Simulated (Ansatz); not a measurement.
According to PBE (plane waves, PAW; program Ansatz), Zr in the diamond structure (Fd-3m) relaxes to a = 6.277 Å. Zr has 4 nearest neighbours from 2.72 Å (tetrahedral).

Electronic character: metallic (no gap). Gap from PBE with spin–orbit coupling: none (metallic).

The bulk modulus is 368 kbar.

The start of the workflow was typed in or built on a structure type; neither database checked (COD, Materials Project) lists it. It is not the phase usual at ambient conditions (space group No. 194). The PBE relaxation kept the symmetry of its start; whether a distortion lowers the energy is not shown. The run is not spin-polarised. The volume moved by -16 % from the start of the relaxation. Scalar-relativistic: spin–orbit coupling is off unless named, which matters more the heavier the elements.

Potentials: the earlier of the program's two PAW sets.
